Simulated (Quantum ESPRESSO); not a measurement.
Hf6AlIn (simulated cell), Hf6MoAu (simulated cell), Hf6SnAu (simulated cell), Hf6TaAl (simulated cell) (calculated)

Calculation on a made-up metal alloy cell, not a measurement: no spin or spin-orbit, unrelaxed, 2900 K smearing, stress positive in tension, cell energy less fitted offsets; periodic Kohn-Sham density functional theory in plane waves with PseudoDojo standard norm-conserving scalar-relativistic pseudopotentials, each functional with its own files (v0.5 for PBE, v0.4.1 for LDA and PBEsol), eight atoms on drawn sites of a strained close-packed or body-centred lattice, each displaced and held fixed; the energy is the cell's free energy, ions and the entropy term -TS included, at the stated Fermi-Dirac width, less a fixed offset for each atom's element (shifted free energy); compositions with an open d shell lost a parallel starting moment in a cheaper test run, and other magnetic orders were not tried; an error bar is the largest change of its kind in a tighter rerun, never given below 0.002 eV, 0.02 GPa or 0.003 eV/angstrom, and covers cutoff and k-mesh only, not smearing or the files. Program: Quantum ESPRESSO 7.5.

Settings shared by all entries: functional pbe; fermi dirac smearing 0.25 eV; electrons removed 0; run command mpirun -np 4 pw.x -nk 4 -in in.

Notes on all entries: heavy elements are run without spin-orbit coupling, which real alloys of them have; a spin test at this wide smearing found no moment, but such smearing suppresses magnetism that the real alloy may have; lattice, volume and sites are drawn at random and may be unstable or far from any real phase; energies are for the whole cell, less offsets fitted to these runs, so they are not formation energies.

(1) 
```xyz
8
Lattice="-0.0087 2.1594 2.1293 -4.3437 2.3056 -2.2580 -4.0464 -6.5848 6.5118" Properties=species:S:1:pos:R:3 formula=Hf6AlIn lattice_type=face-centred_cubic cutoff=952 run_processor=Intel_Xeon,2023_or_later,virtual_cores k_mesh=8_x_5_x_3_shifted_half_a_step_off_Gamma_on_each_axis entropy_term_negative_ts=-1.521 pressure=11.48 stress_xx=-12.25 stress_yy=-10.9 stress_zz=-11.3 stress_yz=-4.65 stress_xz=0.84 stress_xy=-1.59 shifted_free_energy=-0.297
Al     0.0398    -0.0434     0.0244
Hf    -4.0699    -4.4507     4.3279
Hf    -4.2343    -2.1799     2.1105
Hf    -4.2590     0.0589    -0.1343
Hf    -1.9902    -2.2089     4.3226
Hf    -2.0672    -0.0428     2.2198
In    -2.1283     2.2375     0.0041
Hf    -6.2689    -2.1229     4.2779
```

Units: cutoff, entropy_term_negative_ts, shifted_free_energy in eV; pressure, stress_xx, stress_yy, stress_zz, stress_yz, stress_xz, stress_xy in GPa.

Atoms:
```
atoms element  atom site  atom energy offset (eV)
           Al          1                   -63.26
           Hf          2                 -1535.13
           Hf          3                 -1535.13
           Hf          4                 -1535.13
           Hf          5                 -1535.13
           Hf          6                 -1535.13
           In          7                 -1808.02
           Hf          8                 -1535.13
```

Forces:
```
site  x (eV/Å)  y (eV/Å)  z (eV/Å)
   1    -0.058     0.085     0.046
   2     0.114     0.398      0.21
   3     0.468     0.243     0.278
   4     0.249     0.115     0.652
   5    -0.359    -0.312    -0.216
   6     0.119     0.428    -0.985
   7     0.048    -0.265    -0.215
   8    -0.582    -0.692      0.23
```

Notes: error bars: energy 0.0026 eV, stress 0.09 GPa, force 0.0052 eV/Å, from a tighter rerun of a related cell, whose elements or sites may differ; 14 SCF iterations, 303 s of wall time on a shared machine.

(2) 
```xyz
8
Lattice="4.8721 -2.7235 -0.0781 -3.2213 -0.0949 -4.9936 3.3099 5.5541 0.0484" Properties=species:S:1:pos:R:3 formula=Hf6MoAu lattice_type=hexagonal_close-packed cutoff=1143 run_processor=AMD_EPYC,older,virtual_cores k_mesh=5_x_5_x_4_shifted_half_a_step_off_Gamma_on_each_axis entropy_term_negative_ts=-2.095 pressure=-8.09 stress_xx=10.39 stress_yy=8.79 stress_zz=5.09 stress_yz=1.5 stress_xz=0.16 stress_xy=0.52 shifted_free_energy=-0.411
Hf    -0.0225    -0.0126    -0.0051
Hf     1.6652     2.7856     0.0014
Hf     0.0135     1.8801    -2.4907
Hf     1.6517     4.5621    -2.4942
Au     3.2919     0.0678    -0.0810
Hf     4.9163     2.7996     0.0237
Hf     1.6264    -0.9560    -2.5591
Mo     3.3288     1.8630    -2.5096
```

Units: cutoff, entropy_term_negative_ts, shifted_free_energy in eV; pressure, stress_xx, stress_yy, stress_zz, stress_yz, stress_xz, stress_xy in GPa.

Atoms:
```
atoms element  atom site  atom energy offset (eV)
           Hf          1                 -1535.13
           Hf          2                 -1535.13
           Hf          3                 -1535.13
           Hf          4                 -1535.13
           Au          5                 -4032.82
           Hf          6                 -1535.13
           Hf          7                 -1535.13
           Mo          8                 -1911.95
```

Forces:
```
site  x (eV/Å)  y (eV/Å)  z (eV/Å)
   1    -0.486     0.113    -0.139
   2    -0.046    -0.214     0.268
   3    -0.243     0.005     0.012
   4     0.516     0.123    -0.032
   5    -0.096    -0.042     0.113
   6     0.598    -0.761    -0.341
   7     -0.26     0.469      0.16
   8     0.018     0.306    -0.041
```

Notes: error bars: energy 0.002 eV, stress 0.02 GPa, force 0.003 eV/Å, from a tighter rerun of this cell; 18 SCF iterations, 448 s of wall time on a shared machine.

(3) 
```xyz
8
Lattice="4.8721 -2.7235 -0.0781 -3.2213 -0.0949 -4.9936 3.3099 5.5541 0.0484" Properties=species:S:1:pos:R:3 formula=Hf6SnAu lattice_type=hexagonal_close-packed cutoff=1143 run_processor=AMD_EPYC,older,virtual_cores k_mesh=5_x_5_x_4_shifted_half_a_step_off_Gamma_on_each_axis entropy_term_negative_ts=-1.657 pressure=-4.43 stress_xx=5.6 stress_yy=5.61 stress_zz=2.08 stress_yz=0.16 stress_xz=0.56 stress_xy=1.36 shifted_free_energy=-1.925
Hf    -0.0225    -0.0126    -0.0051
Hf     1.6652     2.7856     0.0014
Hf     0.0135     1.8801    -2.4907
Hf     1.6517     4.5621    -2.4942
Au     3.2919     0.0678    -0.0810
Hf     4.9163     2.7996     0.0237
Hf     1.6264    -0.9560    -2.5591
Sn     3.3288     1.8630    -2.5096
```

Units: cutoff, entropy_term_negative_ts, shifted_free_energy in eV; pressure, stress_xx, stress_yy, stress_zz, stress_yz, stress_xz, stress_xy in GPa.

Atoms:
```
atoms element  atom site  atom energy offset (eV)
           Hf          1                 -1535.13
           Hf          2                 -1535.13
           Hf          3                 -1535.13
           Hf          4                 -1535.13
           Au          5                 -4032.82
           Hf          6                 -1535.13
           Hf          7                 -1535.13
           Sn          8                 -2144.16
```

Forces:
```
site  x (eV/Å)  y (eV/Å)  z (eV/Å)
   1    -0.216     0.223    -0.602
   2     0.077    -0.405     0.298
   3    -0.225    -0.208    -0.027
   4      0.56     0.551     0.212
   5    -0.038    -0.199     0.515
   6      0.25    -0.276    -0.749
   7    -0.128     0.479     0.401
   8     -0.28    -0.164    -0.047
```

Notes: the tin pseudopotential is less sure than most, with forces differing by about three percent from a second method on plain tin; error bars: energy 0.002 eV, stress 0.02 GPa, force 0.003 eV/Å, from a tighter rerun of a related cell, whose elements or sites may differ; 16 SCF iterations, 400 s of wall time on a shared machine.

(4) 
```xyz
8
Lattice="2.1738 4.3476 2.1738 0.0000 4.3476 -4.3476 -4.3476 4.3476 0.0000" Properties=species:S:1:pos:R:3 formula=Hf6TaAl lattice_type=face-centred_cubic cutoff=789 run_processor=Intel_Xeon,2023_or_later,virtual_cores k_mesh=5_x_5_x_5_shifted_half_a_step_off_Gamma_on_each_axis entropy_term_negative_ts=-1.803 pressure=5.17 stress_xx=-5.23 stress_yy=-5.75 stress_zz=-4.52 stress_yz=0.17 stress_xz=-0.01676 stress_xy=0.72 shifted_free_energy=-0.26
Al    -0.0203     0.0743    -0.0176
Ta    -2.1847     2.0489    -0.0226
Hf    -0.0712     2.1503    -2.1979
Hf    -2.1960     4.2532    -2.1356
Hf     0.0050     4.3854     0.0477
Hf    -2.0997     6.3786    -0.0164
Hf     0.0942     6.5379    -2.1469
Hf    -2.1533     8.7384    -2.2605
```

Units: cutoff, entropy_term_negative_ts, shifted_free_energy in eV; pressure, stress_xx, stress_yy, stress_zz, stress_yz, stress_xz, stress_xy in GPa.

Atoms:
```
atoms element  atom site  atom energy offset (eV)
           Al          1                   -63.26
           Ta          2                 -1771.44
           Hf          3                 -1535.13
           Hf          4                 -1535.13
           Hf          5                 -1535.13
           Hf          6                 -1535.13
           Hf          7                 -1535.13
           Hf          8                 -1535.13
```

Forces:
```
site  x (eV/Å)  y (eV/Å)  z (eV/Å)
   1     0.102    -0.429     0.196
   2    -0.065     0.739     0.616
   3     1.002     0.139     0.292
   4     0.107     0.477    -0.185
   5     0.856     -0.79    -0.013
   6    -0.781     1.317     0.094
   7    -0.613    -0.172    -1.086
   8    -0.608    -1.279     0.085
```

Notes: error bars: energy 0.0042 eV, stress 0.02 GPa, force 0.0031 eV/Å, from a tighter rerun of this cell; 13 SCF iterations, 212 s of wall time on a shared machine.

(5) 
```xyz
8
Lattice="2.1738 4.3476 2.1738 0.0000 4.3476 -4.3476 -4.3476 4.3476 0.0000" Properties=species:S:1:pos:R:3 formula=Hf6TaAl lattice_type=face-centred_cubic cutoff=789 run_processor=Intel_Xeon,2023_or_later,virtual_cores k_mesh=5_x_5_x_5_shifted_half_a_step_off_Gamma_on_each_axis entropy_term_negative_ts=-1.831 pressure=5.52 stress_xx=-5.41 stress_yy=-5.71 stress_zz=-5.44 stress_yz=0.71 stress_xz=-0.0255 stress_xy=0.24 shifted_free_energy=-0.108
Hf    -0.0203     0.0743    -0.0176
Ta    -2.1847     2.0489    -0.0226
Hf    -0.0712     2.1503    -2.1979
Al    -2.1960     4.2532    -2.1356
Hf     0.0050     4.3854     0.0477
Hf    -2.0997     6.3786    -0.0164
Hf     0.0942     6.5379    -2.1469
Hf    -2.1533     8.7384    -2.2605
```

Units: cutoff, entropy_term_negative_ts, shifted_free_energy in eV; pressure, stress_xx, stress_yy, stress_zz, stress_yz, stress_xz, stress_xy in GPa.

Atoms:
```
atoms element  atom site  atom energy offset (eV)
           Hf          1                 -1535.13
           Ta          2                 -1771.44
           Hf          3                 -1535.13
           Al          4                   -63.26
           Hf          5                 -1535.13
           Hf          6                 -1535.13
           Hf          7                 -1535.13
           Hf          8                 -1535.13
```

Forces:
```
site  x (eV/Å)  y (eV/Å)  z (eV/Å)
   1     0.179    -0.861     0.256
   2     0.009     0.979     0.385
   3     0.842     0.302     0.218
   4     0.083      0.45     -0.15
   5    -0.321    -1.394    -1.086
   6    -0.104     1.431    -0.492
   7    -1.173     -0.06    -0.404
   8     0.486    -0.847     1.272
```

Notes: error bars: energy 0.0042 eV, stress 0.02 GPa, force 0.0031 eV/Å, from a tighter rerun of a related cell, whose elements or sites may differ; 13 SCF iterations, 220 s of wall time on a shared machine.
